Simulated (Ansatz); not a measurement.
## Rocksalt alloy of MgO and CdO (6 of 32 Mg sites exchanged), 64 atoms

Theory: DFT, PBEsol, PAW, plane waves (Ansatz 0.2.0).

Command (of this form; memory limits and the device number are left out):

```sh
ansatz run in.yaml --threads 7 --pin off --runs-dir r --events-out ev --progress --plain
```

The input less its lattice and atoms:

```yaml
kpoints:
  mp_grid: { grid: [1, 1, 1], shift: [0.5, 0.5, 0.5] }
hamiltonian:
  xc: pbesol
scf:
  occupations: { method: fermi_dirac, width: 0.01 }
relax:
  f_tol: 0.03
  max_steps: 80
  escape_saddle: false
  adjacent_minimum: "off"
  cell: { fix: [shape] }
output:
  forces: true
  eigenvalues: true
  populations: true
```

Start:

```xyz
64
Lattice="8.6098 0.0000 0.0000 0.0000 8.6098 0.0000 0.0000 0.0000 8.6098" Properties=species:S:1:pos:R:3 pbc="T T T"
O     2.1568    0.0031    0.0150
O     2.1651    8.5984    4.3083
O     2.1609    4.3130    8.5792
O     2.1460    4.3065    4.3117
O     6.4235    8.5909    8.5927
O     6.4311    8.5531    4.2671
O     6.4558    4.3337    8.5602
O     6.4856    4.2930    4.2874
O     8.6015    2.1653    0.0234
O     0.0076    2.1707    4.2945
O     8.5890    6.4830    0.0382
O     8.6018    6.4797    4.3033
O     4.2552    2.1550    0.0201
O     4.3027    2.1471    4.3060
O     4.3123    6.3919    8.5964
O     4.2877    6.4825    4.2822
O     8.5776    0.0096    2.1102
O     0.0233    8.5854    6.4579
O     8.6052    4.3279    2.1410
O     8.6073    4.3151    6.4595
O     4.2777    8.5948    2.1630
O     4.3109    8.5910    6.4469
O     4.3610    4.2850    2.1636
O     4.2941    4.3213    6.4436
O     2.1344    2.1487    2.1544
O     2.1366    2.1867    6.4221
O     2.1704    6.4381    2.1566
O     2.1702    6.4683    6.4711
O     6.4759    2.1612    2.1870
O     6.4595    2.1324    6.4394
O     6.4214    6.4743    2.1532
O     6.4612    6.4874    6.4367
Mg    8.5725    0.0168    0.0158
Mg    8.6009    0.0283    4.3287
Mg    0.0154    4.3272    0.0085
Mg    8.6060    4.2884    4.3147
Mg    4.3358    8.6061    0.0037
Mg    4.2953    8.5997    4.2871
Mg    4.3091    4.2955    0.0037
Mg    4.3112    4.3075    4.3167
Mg    2.1218    2.1207    4.3478
Mg    2.1146    6.4787    8.6020
Mg    2.1663    6.4580    4.3009
Mg    6.4272    2.1654    8.5833
Mg    6.4942    2.1329    4.3506
Mg    6.4727    6.4811    4.2940
Mg    2.1594    0.0119    6.4574
Mg    2.1421    4.3260    6.4447
Mg    6.4604    0.0004    2.1783
Mg    6.4675    0.0134    6.4555
Mg    6.4153    4.3001    6.4371
Mg    8.5966    2.1410    2.1591
Mg    8.5995    2.1429    6.4381
Mg    0.0033    6.4401    6.4478
Mg    4.3248    2.1747    2.1728
Mg    4.3094    2.1768    6.4687
Mg    4.3231    6.4762    2.1623
Mg    4.3141    6.4600    6.4542
Cd    2.1398    2.1841    8.5651
Cd    6.4638    6.4107    0.0377
Cd    2.1434    8.5815    2.1693
Cd    2.1842    4.3263    2.1702
Cd    6.4817    4.2733    2.1460
Cd    8.5945    6.4418    2.1654
```

Steps:

```csv
step,energy less the first (eV),largest force component (eV/Å),pressure (GPa)
start,0.000,2.997,5.87
1,-3.206,0.837,0.24
2,-3.716,0.153,-0.41
3,-3.743,0.011,0.07
4,-3.742,0.001,0.00
5,-3.771,0.001,0.12
6,-3.769,0.001,0.00
```

A structure on the way, about -3.72 eV from the start:

```xyz
64
Lattice="8.6706 0.0000 0.0000 0.0000 8.6706 0.0000 0.0000 0.0000 8.6706" Properties=species:S:1:pos:R:3 pbc="T T T"
O     2.1684    8.5697    8.5346
O     2.1615    8.6594    4.4531
O     2.1661    4.4406    8.5212
O     2.1625    4.3477    4.4600
O     6.5008    0.0941    8.6308
O     6.5011    0.0146    4.3741
O     6.5052    4.2273    8.5263
O     6.5059    4.3329    4.4497
O     8.5673    2.1666    8.6519
O     8.6538    2.1679    4.3502
O     0.1106    6.4961    8.5498
O     0.0105    6.5043    4.4351
O     4.4296    2.1686    0.0034
O     4.3468    2.1702    4.3414
O     4.2403    6.5021    8.6584
O     4.3231    6.5023    4.3569
O     8.5416    0.1102    2.1619
O     8.6531    0.0183    6.5034
O     8.6608    4.2028    2.1417
O     8.6662    4.3183    6.4991
O     4.4384    0.0201    2.1670
O     4.3486    0.0077    6.5019
O     4.3494    4.3212    2.1587
O     4.3381    4.3299    6.5030
O     2.1827    2.1552    2.3248
O     2.1693    2.1641    6.4060
O     2.2996    6.5095    2.2095
O     2.1854    6.5088    6.4695
O     6.4868    2.0656    2.2039
O     6.4953    2.1537    6.4710
O     6.3780    6.6404    2.3156
O     6.4911    6.5159    6.4070
Mg    8.6325    0.0308    8.6061
Mg    8.6458    0.0215    4.3879
Mg    8.6668    4.3054    8.5809
Mg    8.6693    4.3117    4.4073
Mg    4.3620    0.0023    8.6357
Mg    4.3507    0.0065    4.3685
Mg    4.3315    4.3366    8.6133
Mg    4.3346    4.3354    4.3795
Mg    2.1697    2.1593    4.3794
Mg    2.1864    6.5083    8.5703
Mg    2.1900    6.5080    4.4058
Mg    6.4974    2.1515    8.6241
Mg    6.4951    2.1516    4.3700
Mg    6.4790    6.5323    4.3790
Mg    2.1714    8.6592    6.4857
Mg    2.1759    4.3485    6.4811
Mg    6.4791    0.0372    2.2093
Mg    6.4927    0.0184    6.4818
Mg    6.4932    4.3164    6.4801
Mg    8.6059    2.1458    2.1980
Mg    8.6509    2.1648    6.4803
Mg    0.0093    6.5036    6.4826
Mg    4.3831    2.1399    2.1999
Mg    4.3485    2.1640    6.4817
Mg    4.3340    6.5432    2.2074
Mg    4.3265    6.5090    6.4813
Cd    2.1667    2.1649    8.6608
Cd    6.4953    6.5086    8.6602
Cd    2.1656    8.6697    2.1682
Cd    2.1778    4.3342    2.1698
Cd    6.4955    4.3263    2.1749
Cd    0.0045    6.5154    2.1772
```

End:

```xyz
64
Lattice="8.6642 0.0000 0.0000 0.0000 8.6642 0.0000 0.0000 0.0000 8.6642" Properties=species:S:1:pos:R:3 pbc="T T T"
O     2.1576    8.5583    8.5268
O     2.1576    8.6520    4.4533
O     2.1636    4.4375    8.5133
O     2.1602    4.3450    4.4582
O     6.4976    0.0945    8.6265
O     6.4979    0.0142    4.3696
O     6.5023    4.2275    8.5216
O     6.5020    4.3284    4.4501
O     8.5653    2.1635    8.6474
O     8.6488    2.1678    4.3444
O     0.1091    6.4895    8.5515
O     0.0115    6.4923    4.4293
O     4.4255    2.1705    0.0071
O     4.3429    2.1713    4.3366
O     4.2367    6.4967    8.6585
O     4.3197    6.4981    4.3510
O     8.5357    0.1096    2.1490
O     8.6443    0.0139    6.4993
O     8.6533    4.1973    2.1329
O     8.6597    4.3133    6.4965
O     4.4344    0.0216    2.1573
O     4.3453    0.0065    6.5033
O     4.3442    4.3213    2.1513
O     4.3359    4.3280    6.4994
O     2.1828    2.1551    2.3164
O     2.1701    2.1613    6.3961
O     2.2929    6.5092    2.2172
O     2.1829    6.5028    6.4665
O     6.4795    2.0666    2.2055
O     6.4903    2.1514    6.4689
O     6.3770    6.6372    2.3108
O     6.4847    6.5146    6.3979
Mg    8.6369    0.0237    8.6138
Mg    8.6436    0.0192    4.3787
Mg    8.6635    4.3036    8.5880
Mg    0.0000    4.3116    4.3998
Mg    4.3534    0.0032    8.6409
Mg    4.3450    0.0047    4.3582
Mg    4.3323    4.3310    8.6163
Mg    4.3302    4.3327    4.3754
Mg    2.1667    2.1653    4.3702
Mg    2.1844    6.4987    8.5799
Mg    2.1859    6.5004    4.3894
Mg    6.4932    2.1521    8.6362
Mg    6.4918    2.1520    4.3572
Mg    6.4760    6.5208    4.3711
Mg    2.1678    8.6533    6.4809
Mg    2.1700    4.3439    6.4779
Mg    6.4776    0.0348    2.1969
Mg    6.4915    0.0186    6.4798
Mg    6.4931    4.3131    6.4782
Mg    8.6074    2.1452    2.1943
Mg    8.6409    2.1608    6.4755
Mg    0.0131    6.5011    6.4793
Mg    4.3737    2.1475    2.1943
Mg    4.3495    2.1639    6.4773
Mg    4.3334    6.5288    2.1933
Mg    4.3216    6.5032    6.4784
Cd    2.1646    2.1657    8.6541
Cd    6.4914    6.5038    8.6570
Cd    2.1622    0.0003    2.1663
Cd    2.1695    4.3353    2.1648
Cd    6.4932    4.3294    2.1722
Cd    8.6613    6.5097    2.1718
```

The calculation finished and met its thresholds.

Time: 31 s of wall time on 7 threads of a Neoverse-V2 processor, on a host shared with other runs; peak host memory 1.5 GiB.

Problem. How much energy did the relaxation gain, and which atom moved most?

Solution. 3.77 eV in 6 steps, from a start with small random displacements; atom 31 (O) moved 0.21 Å, the median atom 0.05 Å (drift of the whole cell removed).
